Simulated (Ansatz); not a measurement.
Values for one crystal, relaxed and computed with plane-wave PAW PBEsol (Ansatz code); other levels are named.

| Property | Result |
|---|---|
| Volume per atom | 18.27 Å³ |
| Electronic character | metallic (no gap) |
| Debye temperature from the elastic constants | 359 K |
| Elastic constants (relaxed ions, GPa) | C11 = 140, C12 = 26.7, C13 = 7.5, C14 = 3.0, C33 = 30.9, C44 = 13.9 |
| Mechanical stability | stable (all eigenvalues of C positive) |
| Highest zone-centre frequency | 377 cm⁻¹ |
| Young's modulus | 66.4 GPa |

Task: Pick the material that matches.
A) TiC, CsCl type
B) TiS2, CdI2 type
C) BaTiHO2, P4/mmm (Ba on 1d, Ti on 1a, O on 2f, H on 1b)
D) TiC, rock salt

Result: B, TiS2, CdI2 type

Space group P-3m1 (CdI2 type). Symmetry was held in the PBEsol relaxation. The workflow began spin-polarised and lost its moments. A crystal of weakly bound layers computed without a dispersion correction: the cell and the soft elastic constants depend strongly on that. As this level gives no gap, shear constants depend on the k-mesh and smearing (Fermi–Dirac, 0.1 eV here). As this level gives no gap, phonon frequencies hold no LO–TO term and depend on the k-mesh and smearing (Fermi–Dirac, 0.1 eV here).

Potentials: the earlier of the program's two PAW sets. The files were generated under PBE; for other functionals the program regenerates the frozen cores, and for LDA and PBEsol the local potential too.
